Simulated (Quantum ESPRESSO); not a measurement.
## IrPdRuTi5 in 6 site orders

These are calculations, not measurements. They come from Quantum ESPRESSO 7.5, a public plane-wave density functional program. Each row is one single-point run on a made-up periodic cell of eight metal atoms, with elements, volume, strain and displacements drawn at random and not relaxed, so a cell may be unstable or far from any real phase. There is no spin polarisation or spin-orbit coupling.

Settings: PBE unless stated; PseudoDojo standard norm-conserving files; Fermi-Dirac width 0.25 eV, which means electrons at about 2900 K; cutoff 1143 eV; 8 x 4 x 3 k mesh shifted half a step off Gamma. E is the free energy of the whole cell (internal energy minus TS), so a -TS column is already part of it. Stress is positive in tension, and the pressure P is minus a third of its trace.

Checks: one run of this series was repeated at a higher cutoff and on a denser mesh, which moved values by no more than 0.002 eV, 0.03 GPa and 0.007 eV/Å, and a second program with other atomic files agreed on it to 2 % rms in force and 0.5 GPa in pressure. Known limits: heavy elements are run without spin-orbit coupling, which real alloys of them have; a spin test at this wide smearing found no moment, but such smearing suppresses magnetism that the real alloy may have.

The lattice is face-centred cubic, and the cell vectors in Å are (0.048, -2.036, -2.009); (-6.087, -1.965, 0.071); (-1.966, 3.957, -5.863), a volume of 129.61 Å³. The runs move one Ru atom among sites that otherwise hold Ti, on the same eight displaced sites. E is counted from run 1, and the rms force is over all 24 components. Nothing is relaxed, so E mixes bonding between neighbours with strain on unrelaxed sites, and it is not an ordering energy.

| run | elements on sites 1 to 8 | E (eV) | -TS (eV) | rms force (eV/Å) | largest force (eV/Å) | P (GPa) |
|---|---|---|---|---|---|---|
| 1 | Ru Ti Ti Pd Ti Ti Ir Ti | 0.000 | -2.095 | 0.566 | 1.40 | -1.88 |
| 2 | Ti Ru Ti Pd Ti Ti Ir Ti | 0.249 | -2.117 | 0.650 | 1.75 | -1.84 |
| 3 | Ti Ti Ru Pd Ti Ti Ir Ti | -0.601 | -2.205 | 0.496 | 1.44 | -2.34 |
| 4 | Ti Ti Ti Pd Ru Ti Ir Ti | -0.170 | -2.103 | 0.494 | 1.32 | -2.14 |
| 5 | Ti Ti Ti Pd Ti Ru Ir Ti | 0.165 | -2.258 | 0.662 | 1.70 | ? |
| 6 | Ti Ti Ti Pd Ti Ti Ir Ru | -0.283 | -2.256 | 0.617 | 1.64 | -2.06 |

## Worked fit

A straight line through the runs shown gives P = -1.95 + 0.60 E GPa with E in eV, an error of 0.12 on the slope and a scatter of 0.08 GPa. At this fixed volume the orders of higher energy tend to have the higher pressure.

## Withheld value

Question: what pressure should run 5 give?

The fit gives -1.85 ± 0.09 GPa. The calculation gave -1.70 GPa.
